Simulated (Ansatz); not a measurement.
Al2O:
```cif
data_Al2O
_chemical_formula_sum 'Al2 O1'
_space_group_name_H-M_alt 'P 1'
_space_group_IT_number 1
_cell_length_a 4.02559
_cell_length_b 4.02559
_cell_length_c 4.02559
_cell_angle_alpha 60.000
_cell_angle_beta 60.000
_cell_angle_gamma 60.000
loop_
_space_group_symop_operation_xyz
  'x, y, z'
loop_
_atom_site_label
_atom_site_type_symbol
_atom_site_fract_x
_atom_site_fract_y
_atom_site_fract_z
_atom_site_occupancy
Al1 Al 0.25000 0.25000 0.25000 1
Al2 Al 0.75000 0.75000 0.75000 1
O1 O 0.00000 0.00000 0.00000 1
```

Relaxed with PBE.

### Question
Which orbitals make up the states near the Fermi level in PBE (plane waves, PAW; program Ansatz)?

### Answer
Within 0.5 eV of the Fermi level: O 2p 38 %, Al 3s 31 %, Al 3p 28 %. Projections are on Löwdin-orthogonalised atomic valence shells; empty p or d shells of many metals are not among them.

### Question
Tabulate the density of states.

### Answer
States/eV per cell of 3 atoms, in 0.25 eV bins, energy from the Fermi level.

```
E (eV)  total  Al 3p  O 2p  Al 3s
------  -----  -----  ----  -----
-7.85    0.77   0.31  0.25   0.20
-7.60    4.47   1.12  1.47   1.67
-7.35    2.01   0.48  0.69   0.77
-7.10    0.72   0.16  0.26   0.27
-6.85    0.18   0.05  0.08   0.05
-6.60    0.77   0.20  0.36   0.21
-6.35    0.97   0.26  0.48   0.23
-6.10    1.08   0.29  0.56   0.22
-5.85    1.15   0.31  0.63   0.19
-5.60    1.69   0.51  1.01   0.15
-5.35    2.63   0.75  1.74   0.12
-5.10    2.77   0.66  2.01   0.08
-4.85    2.97   0.53  2.37   0.04
-4.60    1.65   0.18  1.43   0.01
-4.35    0.20   0.01  0.18   0.00
-4.10    0.15   0.02  0.11   0.01
-3.85    0.43   0.11  0.21   0.08
-3.60    0.54   0.15  0.25   0.10
-3.35    0.62   0.18  0.27   0.11
-3.10    0.68   0.21  0.29   0.11
-2.85    0.74   0.26  0.30   0.12
-2.60    0.96   0.41  0.32   0.13
-2.35    1.17   0.58  0.30   0.15
-2.10    1.11   0.56  0.22   0.20
-1.85    0.75   0.38  0.14   0.15
-1.60    0.40   0.20  0.08   0.08
-1.35    0.40   0.12  0.06   0.19
-1.10    0.46   0.09  0.07   0.28
-0.85    0.60   0.09  0.13   0.37
-0.60    1.26   0.25  0.42   0.54
-0.35    2.44   0.76  0.99   0.59
-0.10    3.45   0.87  1.51   0.99
0.15     2.38   0.58  0.80   0.93
0.40     1.67   0.55  0.46   0.58
0.65     0.95   0.51  0.13   0.25
0.90     0.85   0.51  0.10   0.19
1.15     0.85   0.55  0.10   0.15
1.40     0.93   0.63  0.11   0.12
1.65     1.37   1.04  0.16   0.11
1.90     2.35   1.87  0.26   0.11
2.15     3.26   2.52  0.47   0.12
2.40     1.51   1.13  0.24   0.05
2.65     1.37   0.98  0.25   0.07
2.90     0.98   0.69  0.13   0.09
3.15     1.02   0.73  0.10   0.11
3.40     1.07   0.77  0.08   0.12
3.65     1.28   0.92  0.08   0.16
3.90     0.93   0.67  0.06   0.11
4.15     0.60   0.42  0.04   0.06
4.40     0.61   0.42  0.04   0.08
4.65     1.06   0.71  0.07   0.16
```

Space group Fm-3m (anti-fluorite). The start of the workflow was typed in or built on a structure type; the Crystallography Open Database files this formula in space group No. 225, but the cells were not matched. Its standing as an ambient phase is unchecked. The cell was relaxed with PBE under the symmetry of its start; its stability against distortions is not shown here.

Potentials: the earlier of the program's two PAW sets.
